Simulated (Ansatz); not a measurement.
NaAuO2 in space group C2/m (No. 12; Na on 2d, Au on 2b, O on 4i) at seven volumes, PBEsol (plane waves, PAW; program Ansatz), shape and atoms relaxed at each. One row is withheld.

```json
[
 {"V (Å³/atom)": "12.214", "P (GPa)": "6.57"},
 {"V (Å³/atom)": "12.616", "P (GPa)": "3.94"},
 {"V (Å³/atom)": "13.019", "P (GPa)": "?"},
 {"V (Å³/atom)": "13.422", "P (GPa)": "0.00"},
 {"V (Å³/atom)": "13.824", "P (GPa)": "-1.45"},
 {"V (Å³/atom)": "14.227", "P (GPa)": "-2.67"},
 {"V (Å³/atom)": "14.630", "P (GPa)": "-3.62"}
]
```

Fit the shown pressures and predict the withheld one.

P = (3/2)B₀(x^(7/2) − x^(5/2))[1 + (3/4)(B′ − 4)(x − 1)] with x = (V₀/V)^(2/3). Least squares on the six rows gives V₀ = 13.421 Å³/atom, B₀ = 53.6 GPa, B′ = 5.59. At V = 13.019, x = 1.0205 and P = 1.77 GPa. The run itself gave 1.79 GPa.

The first step of the workflow began from a Materials Project structure, measured or hypothetical; the Crystallography Open Database copy checked does not list it. Its standing as an ambient phase is unchecked. The cell was relaxed with PBEsol under the symmetry of its start; whether a distortion lowers the energy is not shown. Spin–orbit coupling is left out wherever it is not named.

Potentials: the later of the program's two PAW sets.
